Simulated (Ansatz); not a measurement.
The start is a relaxed Ti cell displaced along its unstable phonon at q = (½, ½, 0) of its primitive reciprocal cell (122i cm⁻¹), largest move 0.15 Å. A full variable-cell relaxation at zero pressure is run with PBEsol (plane waves to 420 eV, PAW, scalar-relativistic; Ansatz, a program for electronic structure). The first steps use a coarse 15×15×15 k-mesh.

Starting cell:
```
CELL_PARAMETERS angstrom
     -3.37257     3.37257     2.90728
      0.00000     0.00000     2.90728
      1.68628     1.68628    -1.45364
ATOMIC_POSITIONS crystal
  Ti 0.00000 0.46855 0.93710
  Ti 0.50000 0.53145 0.06290
```

By how much does the energy per atom fall from start to end?

0.06 eV/atom.

Is the parent structure recovered?

It does not go back: it reaches P6₃/mmc (No. 194), hcp (Mg type), 0.09 eV/atom below the parent.

How do the shortest distances between atoms change?

The closest pairs of elements (up to four, under 3.6 Å), start → end: Ti–Ti 2.79 → 2.84 Å.

What band gap does the relaxed structure have at this level?

No gap (metallic).

Final values are on a 18×18×10 k-mesh of the relaxed cell. No spin polarisation in the result.

The run could not lose the symmetry of its start.

Of the parent cell (I4/mmm (No. 139)): it is a generated cell of Ti: the first start was made by placing the elements on the sites of a structure type, and the end was not matched to a known phase here, so it may be hypothetical. Known forms of Ti include space group No. 194.
